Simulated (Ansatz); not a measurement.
CuAu:
```
CELL_PARAMETERS angstrom
      2.87734     0.00000     0.00000
      0.00000     2.87734     0.00000
      0.00000     0.00000     3.62296
ATOMIC_POSITIONS crystal
  Cu 0.50000 0.50000 0.50000
  Au 0.00000 0.00000 0.00000
```

Relaxed with PBE. Special points in fractions of this cell's reciprocal vectors: Γ (0.000, 0.000, 0.000); X (0.000, 0.500, 0.000); M (0.500, 0.500, 0.000); Z (0.000, 0.000, 0.500); R (0.000, 0.500, 0.500); A (0.500, 0.500, 0.500).

Question: List the band energies nearest the Fermi level at these points for the program Ansatz at the PBE level (PAW).

Answer: In eV from the Fermi level; about four levels below and three above (degenerate sets whole), none deeper than 8.9 eV; points with the same levels are listed once.

```
k                    below                above
-  -----------------------  -------------------
Γ  -1.97 -1.59 -1.39 -1.39  2.74 8.51 9.44 9.44
X  -2.29 -2.09 -0.89 -0.35      9.82 9.83 11.45
M  -1.62 -1.58 -1.25 -1.25       0.54 0.54 4.62
Z  -2.23 -2.23 -2.12 -1.90    13.98 14.17 14.17
R  -1.46 -1.42 -0.88 -0.88      2.54 4.35 15.46
A  -2.98 -1.99 -1.74 -1.58       5.07 5.48 5.48
```

Space group P4/mmm (L1₀ or tetragonal B2). The cell was relaxed with PBE under the symmetry of its start. The run is not spin-polarised. Spin–orbit coupling is left out wherever it is not named.

Potentials: the earlier of the program's two PAW sets.
